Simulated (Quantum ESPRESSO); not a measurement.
Zn3O2FCl, input and log of a self-consistent run

Computed values, not a measurement. The program is pw.x of Quantum ESPRESSO 7.5 (plane-wave density functional theory). The cell is made up: 7 atoms on a zincblende/diamond lattice with one site empty, with randomly drawn elements, strain and displacements, not relaxed. PseudoDojo standard norm-conserving files (v0.5 for PBE, v0.4.1 for LDA and PBEsol) set the functional; there is no spin polarisation, spin-orbit coupling or dispersion term, and the masses in the input are unused placeholders. A spin-polarised start on this cell or one of its family kept no moment.

Input:

```
&control calculation='scf', pseudo_dir='./dojo.nc.sr.pbe.v0_5.standard.upf', outdir='./o', disk_io='medium', tprnfor=.true., tstress=.true. /
&system ibrav=0, nat=7, ntyp=4, nbnd=49, ecutwfc=84.00895049, nosym=.true., tot_charge=0,
 occupations='smearing', smearing='fd', degauss=0.0018374661
/
&electrons conv_thr=7.350e-09, electron_maxstep=60, /
ATOMIC_SPECIES
Cl 1.0 Cl.upf
F 1.0 F.upf
O 1.0 O.upf
Zn 1.0 Zn.upf
CELL_PARAMETERS angstrom
4.6538 0.0 0.0
0.0 4.6538 0.0
0.0 0.0 4.6147
ATOMIC_POSITIONS angstrom
Zn -0.0232 -0.1266 0.0706
Zn 0.0787 2.3084 2.3001
Zn 2.2566 2.3164 -0.03
O 1.1248 1.2521 1.1898
F 1.0076 3.3575 3.5279
Cl 3.5757 1.196 3.52
O 3.4747 3.5627 1.041
K_POINTS automatic
4 4 4 1 1 1
```

The log is shortened where brackets say so; the opening notice, blank lines, dates and the lines on written files are dropped, and the path of the files is cut. It prints rydbergs, bohrs and kilobars, and counts compression as positive stress. With no partly filled state, the Fermi energy that it prints is only some level between the filled and the empty states on the mesh, and need not lie in the true gap.

```
     Program PWSCF v.7.5
     Parallel version (MPI & OpenMP), running on       1 processor cores
     Number of MPI processes:                 1
     Threads/MPI process:                     1
     [start-up lines left out]
     bravais-lattice index     =            0
     lattice parameter (alat)  =       8.7944  a.u.
     unit-cell volume          =     674.4589 (a.u.)^3
     number of atoms/cell      =            7
     number of atomic types    =            4
     number of electrons       =        86.00
     number of Kohn-Sham states=           49
     kinetic-energy cutoff     =      84.0090  Ry
     charge density cutoff     =     336.0358  Ry
     scf convergence threshold =      7.3E-09
     mixing beta               =       0.7000
     number of iterations used =            8  plain     mixing
     Exchange-correlation= PBE
                           (   1   4   3   4   0   0   0)
     [axes and pseudopotential details left out]
   Cartesian axes
     site n.     atom                  positions (alat units)
         1        Zn     tau(   1) = (  -0.0049852  -0.0272036   0.0151704  )
         2        Zn     tau(   2) = (   0.0169109   0.4960248   0.4942413  )
         3        Zn     tau(   3) = (   0.4848941   0.4977438  -0.0064463  )
         4        O      tau(   4) = (   0.2416950   0.2690489   0.2556620  )
         5        F      tau(   5) = (   0.2165112   0.7214534   0.7580687  )
         6        Cl     tau(   6) = (   0.7683399   0.2569943   0.7563711  )
         7        O      tau(   7) = (   0.7466372   0.7655464   0.2236882  )
     number of k points=    32  Fermi-Dirac smearing, width (Ry)=  0.0018
                       cart. coord. in units 2pi/alat
        k(    1) = (   0.1250000   0.1250000   0.1260591), wk =   0.0625000
        k(    2) = (   0.1250000   0.1250000   0.3781773), wk =   0.0625000
     [further k points left out]
     Dense  grid:    70175 G-vectors     FFT dimensions: (  54,  54,  54)
     Estimated max dynamical RAM per process >     100.46 MB
     Initial potential from superposition of free atoms
     starting charge      85.9996, renormalised to      86.0000
     Starting wfcs are   46 randomized atomic wfcs +    3 random wfcs
     total cpu time spent up to now is        6.6 secs
     per-process dynamical memory:    54.6 Mb
     Self-consistent Calculation
     iteration #  1     ecut=    84.01 Ry     beta= 0.70
     Davidson diagonalization with overlap
     ethr =  1.00E-02,  avg # of iterations =  4.2
     total cpu time spent up to now is       30.3 secs
     total energy              =   -1401.71294452 Ry
     estimated scf accuracy    <       1.57044445 Ry
     iteration #  2     ecut=    84.01 Ry     beta= 0.70
     Davidson diagonalization with overlap
     ethr =  1.83E-03,  avg # of iterations =  4.1
     total cpu time spent up to now is       53.5 secs
     total energy              =   -1401.58224748 Ry
     estimated scf accuracy    <       4.72070165 Ry
     iteration #  3     ecut=    84.01 Ry     beta= 0.70
     Davidson diagonalization with overlap
     ethr =  1.83E-03,  avg # of iterations =  3.0
     total cpu time spent up to now is       69.8 secs
     total energy              =   -1402.52255065 Ry
     estimated scf accuracy    <       0.12845219 Ry
     iteration #  4     ecut=    84.01 Ry     beta= 0.70
     Davidson diagonalization with overlap
     ethr =  1.49E-04,  avg # of iterations =  2.4
     total cpu time spent up to now is       88.3 secs
     total energy              =   -1402.52838981 Ry
     estimated scf accuracy    <       0.02369225 Ry
     iteration #  5     ecut=    84.01 Ry     beta= 0.70
     Davidson diagonalization with overlap
     ethr =  2.75E-05,  avg # of iterations =  3.4
     total cpu time spent up to now is      103.8 secs
     total energy              =   -1402.53277404 Ry
     estimated scf accuracy    <       0.00178838 Ry
     iteration #  6     ecut=    84.01 Ry     beta= 0.70
     Davidson diagonalization with overlap
     ethr =  2.08E-06,  avg # of iterations =  5.6
     total cpu time spent up to now is      122.6 secs
     total energy              =   -1402.53292217 Ry
     estimated scf accuracy    <       0.00188467 Ry
     iteration #  7     ecut=    84.01 Ry     beta= 0.70
     Davidson diagonalization with overlap
     ethr =  2.08E-06,  avg # of iterations =  2.0
     total cpu time spent up to now is      137.2 secs
     total energy              =   -1402.53304468 Ry
     estimated scf accuracy    <       0.00028910 Ry
     iteration #  8     ecut=    84.01 Ry     beta= 0.70
     Davidson diagonalization with overlap
     ethr =  3.36E-07,  avg # of iterations =  2.0
     total cpu time spent up to now is      151.0 secs
     total energy              =   -1402.53309684 Ry
     estimated scf accuracy    <       0.00000305 Ry
     iteration #  9     ecut=    84.01 Ry     beta= 0.70
     Davidson diagonalization with overlap
     ethr =  3.55E-09,  avg # of iterations =  4.0
     total cpu time spent up to now is      170.1 secs
     total energy              =   -1402.53309728 Ry
     estimated scf accuracy    <       0.00000406 Ry
     iteration # 10     ecut=    84.01 Ry     beta= 0.70
     Davidson diagonalization with overlap
     ethr =  3.55E-09,  avg # of iterations =  2.1
     total cpu time spent up to now is      186.4 secs
     total energy              =   -1402.53309791 Ry
     estimated scf accuracy    <       0.00000005 Ry
     iteration # 11     ecut=    84.01 Ry     beta= 0.70
     Davidson diagonalization with overlap
     ethr =  5.57E-11,  avg # of iterations =  3.5
     total cpu time spent up to now is      208.2 secs
     End of self-consistent calculation
          k = 0.1250 0.1250 0.1261 (  8738 PWs)   bands (ev):
  -116.9185-116.8437-116.7379 -71.2025 -71.1374 -71.0927 -71.0348 -71.0273
   -71.0106 -70.9812 -70.9166 -70.8574 -17.0524  -9.8279  -8.6652  -8.4642
    -0.5022  -0.3040   0.0148   0.0744   0.5366   1.4474   1.5399   1.6579
     1.8741   2.0111   2.0854   2.1647   2.2032   2.2323   2.2920   2.6870
     2.8841   2.9078   3.6676   4.0519   4.2134   5.4232   5.8150   6.2248
     6.7993   7.0973   7.6077   9.9172  12.6191  12.8895  14.0917  14.8980
    15.2821
     [levels at the other k points left out]
     the Fermi energy is     8.7964 ev
!    total energy              =   -1402.53309792 Ry
     estimated scf accuracy    <          7.3E-09 Ry
     smearing contrib. (-TS)   =       0.00000000 Ry
     internal energy E=F+TS    =   -1402.53309792 Ry
     The total energy is F=E-TS. E is the sum of the following terms:
     one-electron contribution =   -1122.10787541 Ry
     hartree contribution      =     586.57449727 Ry
     xc contribution           =    -172.03492106 Ry
     ewald contribution        =    -694.96479871 Ry
     convergence has been achieved in  11 iterations
     Forces acting on atoms (cartesian axes, Ry/au):
     atom    1 type  4   force =     0.08183860    0.01398985    0.11125408
     atom    2 type  4   force =     0.00489155    0.06269406   -0.17325018
     atom    3 type  4   force =    -0.03782315    0.05037784    0.15701417
     atom    4 type  3   force =     0.01218182   -0.01462867   -0.05735715
     atom    5 type  2   force =     0.04175389    0.04390767   -0.00219229
     atom    6 type  1   force =    -0.07654114   -0.07564645   -0.07524729
     atom    7 type  3   force =    -0.02630158   -0.08069429    0.03977865
     Total force =     0.339441     Total SCF correction =     0.000235
     Computing stress (Cartesian axis) and pressure
          total   stress  (Ry/bohr**3)                   (kbar)     P=      166.55
   0.00115993  -0.00036587  -0.00054085          170.63      -53.82      -79.56
  -0.00036587   0.00113218  -0.00025903          -53.82      166.55      -38.10
  -0.00054085  -0.00025903   0.00110452          -79.56      -38.10      162.48
     init_run     :      5.83s CPU      6.44s WALL (       1 calls)
     electrons    :    191.08s CPU    201.70s WALL (       1 calls)
     forces       :      3.33s CPU      3.42s WALL (       1 calls)
     stress       :     12.89s CPU     13.03s WALL (       1 calls)
     [timing details left out]
     PWSCF        :   3m33.39s CPU   3m45.14s WALL
     JOB DONE.
```

In other units: free energy -19082.435 eV for the cell, pressure 16.66 GPa, largest force component 4.454 eV/Å. A rerun of the same cell at another strain at 1437 eV and a 6 x 6 x 6 mesh moved values by no more than 0.002 eV in energy, 0.02 GPa in stress and 0.002 eV/Å in force.